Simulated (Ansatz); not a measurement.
ZnO:
```xyz
8
Lattice="3.2718 0.0000 0.0000 -1.6359 2.8335 0.0000 0.0000 0.0000 10.6297" Properties=species:S:1:pos:R:3 pbc="T T T"
Zn     0.0000     0.0000     0.0076
Zn     0.0000     0.0000     5.3225
Zn     1.6359     0.9445     7.9777
Zn     0.0000     1.8890     2.6629
O      0.0000     0.0000     8.6322
O      0.0000     0.0000     3.3173
O      1.6359     0.9445     5.9773
O      0.0000     1.8890     0.6624
```

x, y and z are the axes in which the lattice vectors are written.

Problem. Give the proper piezoelectric stress tensor with relaxed ions from plane-wave PAW PBE (Ansatz code).

Solution. In C/m², rows x, y, z, Voigt columns; mesh uncertainty up to 0.00.
```
 0.00   0.00   0.00   0.00   0.40   0.00
 0.00   0.00   0.00   0.40   0.00   0.00
 0.47   0.47  -0.92   0.00   0.00   0.00
```

The elastic tensor of the same run (GPa):

```csv
,1,2,3,4,5,6
1,188,110,88.8,0.0,0.0,0.0
2,110,188,88.8,0.0,0.0,0.0
3,88.8,88.8,209,0.0,0.0,0.0
4,0.0,0.0,0.0,36.1,0.0,0.0
5,0.0,0.0,0.0,0.0,36.1,0.0
6,0.0,0.0,0.0,0.0,0.0,39.1
```

Problem. Convert to strain constants d = e·S.

Solution. In pC/N:
```
 0.0   0.0   0.0   0.0  11.1   0.0
 0.0   0.0   0.0  11.1   0.0   0.0
 3.9   3.9  -7.7   0.0   0.0   0.0
```

Space group P6_3mc. The cell is a constructed one: a structure type filled with these elements. Its sites differ from those of the usual phase in this space group: another stacking or structure type. The PBE relaxation kept the symmetry of its start; whether a distortion lowers the energy is not shown. Signs of piezoelectric constants follow the polarity of the cell as given.

Potentials: the later of the program's two PAW sets.
